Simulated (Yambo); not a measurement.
```
BeTe
1.0
    0.00000     2.80338     2.80338
    2.80338     0.00000     2.80338
    2.80338     2.80338     0.00000
Be Te
1 1
Direct
  0.00000   0.00000   0.00000
  0.25000   0.25000   0.25000
```

BeTe (zinc blende, space group F-43m, No. 216): mean Im ε in 1 eV windows above the direct gap of 4.74 eV, for different electron-hole kernels (Yambo, broadening 0.15 eV, norm-conserving PBE (Quantum ESPRESSO, 88 Ry, without SOC) bands; 10×10×10 mesh, 3 valence and 4 conduction bands, static screening with 24 bands and a 4 Ry block, scissor 1.12 eV, Tamm-Dancoff; field along x).

```csv
window (eV),independent quasiparticles,RPA (no attraction),BSE
4.7 to 5.7,9.0,6.5,24
5.7 to 6.7,19,15,12
6.7 to 7.7,14,14,6.0
7.7 to 8.7,4.6,5.9,2.7
```

This run doesn't resolve bound excitons or single peaks, so only averages are given, and they too depend on the mesh; weight that the attraction moves below the gap isn't listed. All transitions below 9.47 eV are in the band window. The scissor comes from a G0W0 run whose convergence isn't established.

Spin-orbit coupling is left out, which matters for elements this heavy: edges can move by tenths of an eV.

Bands and orbitals come from the standard potentials; the scissor and the G0W0 gaps come from a run at the same geometry on the stringent ones, which hold whole semicore shells in the valence.

Geometry relaxed with PBEsol.
